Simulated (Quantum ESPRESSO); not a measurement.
## Kohn-Sham bands of ZrGe2 (Cmcm)

```xyz
6
Lattice="0.0000 0.0000 3.7743 -3.8114 0.0000 0.0000 1.9057 -7.6137 0.0000" Properties=species:S:1:pos:R:3 pbc="T T T"
Zr     0.0000    -1.6191    -0.9436
Zr     0.0000     1.6191     0.9436
Ge    -1.9057     0.8771    -0.9436
Ge     1.9057    -0.8771     0.9436
Ge    -1.9057     3.8041     0.9436
Ge     1.9057    -3.8041    -0.9436
```

Cell from Materials Project (mp-2430), symmetrised, no further relaxation. COD (Crystallography Open Database) has an entry of this formula and space group (matched by these alone). Level: PBEsol, no spin polarisation, no spin-orbit coupling; pw.x of Quantum ESPRESSO at 63 Ry with PseudoDojo potentials, 4×6×6 k-points, Wannier90. Density: 8×8×8 mesh, cold smearing 0.01 Ry. Spin-orbit coupling, left out, would split the p-like bands by a few tenths of an eV.

Energies are relative to the Fermi level; weights are on the orthonormalised atomic waves of the pseudopotential files, averaged over the group. 80 electrons a cell are treated as valence.

Task: Into which isolated groups do the bands fall, where do they lie and what are they made of?

Result: 
```tsv
bands	from (eV)	to (eV)	filling	weight on atomic waves
1–2	-49.11	-49.09	filled	Zr 4s 95 %, Ge 4p 4 %
3–8	-27.34	-27.13	filled	Zr 4p 97 %
9–28	-24.94	-24.51	filled	Ge 3d 100 %
```

No gap over 0.05 eV opens at the Fermi level at this level of theory.
